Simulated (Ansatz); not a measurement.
# BaAlGe: frozen-core PAW against all-electron methods

```
CELL_PARAMETERS angstrom
4.35262 0.00000 0.00000
-2.17631 3.76948 0.00000
0.00000 0.00000 5.22777
ATOMIC_POSITIONS crystal
Ba 0.00000 0.00000 0.00000
Al 0.66667 0.33333 0.50000
Ge 0.33333 0.66667 0.50000
```

Atoms are numbered in the order listed.

Structure from Materials Project entry mp-13272 (possibly hypothetical), not relaxed further.

Spin–orbit coupling is left out, though it moves levels of the heavy atoms by tenths of an eV or more.

Levels of theory: DFT, PBEsol, PAW with Ansatz's default frozen-core files, scalar-relativistic (Ansatz 0.2.0); DFT, PBEsol, all-electron PAW with datasets made for the crystal, scalar-relativistic (Ansatz 0.2.0); DFT, PBEsol, all-electron LAPW, scalar-relativistic (Ansatz 0.2.0).

For PAW: a Γ-centred 10×10×7 k mesh, Fermi–Dirac smearing of 0.03 eV, cutoff 420 eV, no spin polarisation; the PAW files were made with PBE, and the program remakes their frozen cores for this functional. The crystal-made all-electron datasets (AE datasets) take a cutoff of 240 eV at this cell. LAPW targets a basis error of 1 meV/atom. The Ansatz runs share mesh, smearing and spin set-up. Plane-wave (PAW) pressures include the program's estimate of the Pulay term.

Stress and pressure are positive in compression.

Spin–orbit coupling is left out, which moves gradients at and beside heavy atoms by some per cent and at worst by a factor of two.

In a metal, gradients converge slowly with the k mesh: the values move by tens of per cent from one mesh to another, at times in sign, so only the comparison on one mesh counts.

Levels count from the Fermi level.

```tsv
quantity	PAW	AE datasets	LAPW
pressure (GPa)	-1.54	-1.55	-1.55
stress xx (GPa)	-1.15	-1.17	-1.16
stress zz (GPa)	-2.32	-2.32	-2.32
highest filled level at K (eV)	-0.394	-0.396	-0.396
lowest empty level at K (eV)	1.807	1.808	1.808
highest filled level at M (eV)	-0.521	-0.521	-0.521
lowest empty level at M (eV)	1.266	1.265	1.265
highest filled level at Γ (eV)	-0.623	-0.622	-0.622
lowest empty level at Γ (eV)	0.296	0.295	0.295
field gradient Vzz at Ba1 (10²¹ V/m²)	0.78	0.81	–
```

PAW's pressure differs from the LAPW value by about 0.01 GPa or less. Datasets made for the crystal and LAPW share parts of one code, so their agreement isn't an independent check.
